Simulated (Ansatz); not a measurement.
**Calculated ⁸⁷Rb nuclear quadrupole resonance for RbBiF4**

Cell: a computed structure from the Materials Project (it need not be an observed phase), atoms as given.

Space group Fd-3m:1 (No. 227); a = 12.0719 Å.

```csv
site,Wyckoff,site symmetry,x,y,z
Rb,16c,.-3m,0.3750,0.3750,0.1250
Bi,16d,.-3m,0.1250,0.3750,0.8750
F9,48f,2.mm,0.2500,0.2500,0.9626
F16,8a,-43m,0.7500,0.7500,0.2500
F21,8b,-43m,0.2500,0.2500,0.7500
```

One atom of each set is listed; the run and its k-mesh use a cell of 24 atoms with edges of 8.54, 8.54, 8.54 Å.

All values are calculated (Ansatz; DFT, PBE, plane waves and PAW, with spin–orbit coupling, 420 eV cutoff, Γ-centred 4×4×4 k-points, Fermi–Dirac smearing 0.02 eV), not measured.

⁸⁷Rb: I = 3/2, Q = 133.5 mb (year-2017 value). Static lattice, zero field.

Problem. Predict the zero-field ⁸⁷Rb lines of each site.

Solution. For I = 3/2 there is one line, ν = (|C_Q|/2)(1 + η²/3)^½.

| site | atoms | V_zz (10²¹ V/m²) | C_Q (MHz) | η | line frequencies (MHz) |
| --- | --- | --- | --- | --- | --- |
| Rb | 4 | -9.52 | -30.7 | 0.00 | 15.4 |

Problem. And for 85Rb (I = 5/2, Q = 276.0 mb) on Rb?

Solution. C_Q scales with Q to -63.5 MHz, with lines at 9.53, 19.1 MHz.

An axis of threefold or higher order runs through Rb, so V_zz lies along it and η is zero.
